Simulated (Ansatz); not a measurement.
# Computed properties of SiB₁₂C₂

SiB12C2:
```yaml
crystal:
  lattice:
    - [2.82048, 1.62840, 4.20643]
    - [-2.82048, 1.62840, 4.20643]
    - [0.00000, -3.25681, 4.20643]
  atoms:
    - { symbol: B, position: [0.31612, 0.80944, 0.80944] }
    - { symbol: B, position: [0.68388, 0.19056, 0.19056] }
    - { symbol: B, position: [0.80944, 0.31612, 0.80944] }
    - { symbol: B, position: [0.19056, 0.68388, 0.19056] }
    - { symbol: B, position: [0.80944, 0.80944, 0.31612] }
    - { symbol: B, position: [0.19056, 0.19056, 0.68388] }
    - { symbol: B, position: [0.67277, 0.99368, 0.99368] }
    - { symbol: B, position: [0.32723, 0.00632, 0.00632] }
    - { symbol: B, position: [0.99368, 0.67277, 0.99368] }
    - { symbol: B, position: [0.00632, 0.32723, 0.00632] }
    - { symbol: B, position: [0.99368, 0.99368, 0.67277] }
    - { symbol: B, position: [0.00632, 0.00632, 0.32723] }
    - { symbol: C, position: [0.63480, 0.63480, 0.63480] }
    - { symbol: C, position: [0.36520, 0.36520, 0.36520] }
    - { symbol: Si, position: [0.50000, 0.50000, 0.50000] }
```

Space group R-3m (No. 166); conventional cell a = 5.641 Å, b = 5.641 Å, c = 12.619 Å, α = 90.00°, β = 90.00°, γ = 120.00°.

Method: r²SCAN in the plane-wave PAW code Ansatz. Structure relaxed to zero pressure with the same functional. Other levels are named where they apply.

Cell and energy:

```json
{
  "volume_per_atom": "7.73 Å³",
  "density": "2.60 g/cm³",
  "Formation energy from the elements (no fitted shifts)": "-0.019 eV/atom"
}
```

Electronic structure:

```json
{
 "band_gap": "1.87 eV (indirect)",
 "valence_band_maximum": "at F",
 "conduction_band_minimum": "on the Γ–S0 line, 78 % of the way from Γ (k = 0.000, 0.297, -0.302 in fractions of the reciprocal vectors) (6 equivalent valleys)",
 "smallest_direct_gap_on_the_standard_path": "2.10 eV",
 "electron_effective_mass": "0.30, 0.42, 1.4 mₑ (principal values)",
 "hole_effective_mass": "0.32, 0.41, 0.55 mₑ (principal values)",
 "HSE06 gap on the r²SCAN cell": "2.35 eV"
}
```

Mechanics:

```json
{
 "Bulk modulus (Birch–Murnaghan fit)": "222 GPa",
 "Pressure derivative B′": "3.4",
 "Elastic constants (relaxed ions, GPa)": "C11 = 518, C12 = 124, C13 = 62.1, C14 = 48.8, C33 = 478, C44 = 121",
 "mechanical_stability": "stable (all eigenvalues of C positive)",
 "hill_bulk_and_shear_moduli": "223 and 160 GPa",
 "Young's modulus": "387 GPa",
 "Poisson's ratio": "0.21",
 "debye_temperature_from_the_elastic_constants": "1300 K"
}
```

Charges:

```json
{
 "bader_charges": "B 0.00 to +0.45, C -2.64, Si +2.60 e"
}
```

The start of the workflow was typed in or built on a structure type; neither database checked (COD, Materials Project) lists it. Its standing as an ambient phase is unchecked. The r²SCAN relaxation kept the symmetry of its start; whether a distortion lowers the energy is not shown. The references are the lowest solids computed at this level, not always the standard phases.

Potentials: the earlier of the program's two PAW sets. The files were generated under PBE; for other functionals the program regenerates the frozen cores, and for LDA and PBEsol the local potential too.
